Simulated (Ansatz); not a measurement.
A geometry of Cl$_{2}$ away from equilibrium: step 2 of the relaxation of a relaxed Cl2 cell shaken by Gaussian noise of σ = 0.08 Å a coordinate. Calculation: r2SCAN (plane waves to 500 eV, PAW, scalar-relativistic; Ansatz, a program for electronic structure). Γ-centred k-mesh 4×4×4 on the run's cell (coarser than for final values), Fermi–Dirac smearing 0.05 eV.

```yaml
crystal:
  lattice:
    - [6.23016, 0.00087, 0.00267]
    - [0.00087, 6.22290, 0.00746]
    - [0.00267, 0.00746, 6.22276]
  atoms:
    - { symbol: Cl, position: [0.09735, 0.10423, 0.09031] }
    - { symbol: Cl, position: [0.59455, 0.39402, 0.91013] }
    - { symbol: Cl, position: [0.93035, 0.58009, 0.39454] }
    - { symbol: Cl, position: [0.41630, 0.91391, 0.59803] }
    - { symbol: Cl, position: [0.91932, 0.90118, 0.90026] }
    - { symbol: Cl, position: [0.39839, 0.58898, 0.07295] }
    - { symbol: Cl, position: [0.08973, 0.38759, 0.59340] }
    - { symbol: Cl, position: [0.59005, 0.09056, 0.39295] }
```

Q: What forces act on the atoms (eV/Å)?

A: 
```csv
atom,Fx,Fy,Fz
Cl1,-0.51,-0.66,-0.58
Cl2,0.02,0.08,0.01
Cl3,-0.13,0.17,-0.09
Cl4,0.05,0.00,-0.04
Cl5,0.47,0.59,0.57
Cl6,0.04,-0.05,0.00
Cl7,0.09,-0.09,0.08
Cl8,-0.03,-0.05,0.03
```

Q: What is the pressure?

A: -0.4 GPa, compression positive.

No spin polarisation in the result. No dispersion correction is included, so spacings between layers, chains or molecules are soft and tend to come out too large.

The end of the path is a generated cell of Cl2: the first start was made by placing the elements on the sites of a structure type, and the end was not matched to a known phase here, so it may be hypothetical. Known forms of Cl2 include space group No. 64.
